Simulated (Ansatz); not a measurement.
C:
```cif
data_C6
_chemical_formula_sum 'C6'
_space_group_name_H-M_alt 'P63/mmc'
_space_group_IT_number 194
_space_group_name_Hall '-P 6c 2c'
_cell_length_a 4.43572
_cell_length_b 4.43572
_cell_length_c 2.51964
_cell_angle_alpha 90.000
_cell_angle_beta 90.000
_cell_angle_gamma 120.000
loop_
_atom_site_label
_atom_site_type_symbol
_atom_site_symmetry_multiplicity
_atom_site_Wyckoff_symbol
_atom_site_fract_x
_atom_site_fract_y
_atom_site_fract_z
_atom_site_occupancy
C1 C 6 h 0.10405 0.55203 0.25000 1
```

Relaxed with PBEsol.

Problem. Decompose the optical modes at the zone centre into irreducible representations, and say which are infrared and Raman allowed.

Solution. Point group 6/mmm: Γ_opt = A1g + A2g + B1g + B1u + B2u + E1g + E1u + 2E2g + E2u. Infrared: E1u. Raman: A1g, E1g, E2g.

Problem. Assign frequencies (DFPT, plane-wave PAW PBEsol (Ansatz code)).

Solution. B1u 305, E2u 593, E2g 826, E1u 913, A2g 946, E2g 1225, B2u 1253, B1g 1259, E1g 1434, A1g 1456 cm⁻¹.

Subscripts of B labels follow the axes of the standard setting.

Space group P6_3/mmc. The start of the workflow was typed in or built on a structure type. Its sites differ from those of the usual phase in this space group: another stacking or structure type. Symmetry was held in the PBEsol relaxation; whether a distortion lowers the energy is not shown.

Potentials: the later of the program's two PAW sets.
